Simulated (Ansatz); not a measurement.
# BaTiO3 under strain: 47Ti nuclear quadrupole resonance

Cell: a structure deposited in the COD, relaxed with PBE at fixed cell and then changed (z compressed by 1 %, ions relaxed).

```
Ba Ti O
1.0
     3.99980    0.00000    0.00000
     0.00000    3.99980    0.00000
     0.00000    0.00000    3.97782
Ba Ti O
1 1 3
Direct
  0.00000 0.00000 0.99924
  0.50000 0.50000 0.48711
  0.50000 0.50000 0.01825
  0.50000 0.00000 0.51170
  0.00000 0.50000 0.51170
```

Sites (sets of like atoms) are named by element and the number of their first atom in this list.

Level of theory: DFT, PBE, plane waves and PAW, scalar-relativistic, 420 eV cutoff, Γ-centred 8×8×8 k-points, Fermi–Dirac smearing 0.02 eV (Ansatz 0.2.0).

47Ti: I = 5/2, Q = 302.0 mb (year-2017 value). Static lattice, zero field.

**Question.** The simulated lines lie at 0.885, 1.77 MHz. What are |C_Q|, η and |V_zz| at Ti?

**Answer.** For I = 5/2 and η = 0 the lines are 3|C_Q|/20 and twice that; η pulls their ratio below 2. Here |C_Q| = 5.90 MHz, η = 0.00 and |V_zz| = 0.81 × 10²¹ V/m². The calculation gives V_zz negative; the lines don't show the sign. The site has 6 O at 1.87–2.11 Å.

An axis of threefold or higher order runs through Ti, so V_zz lies along it and η is zero.
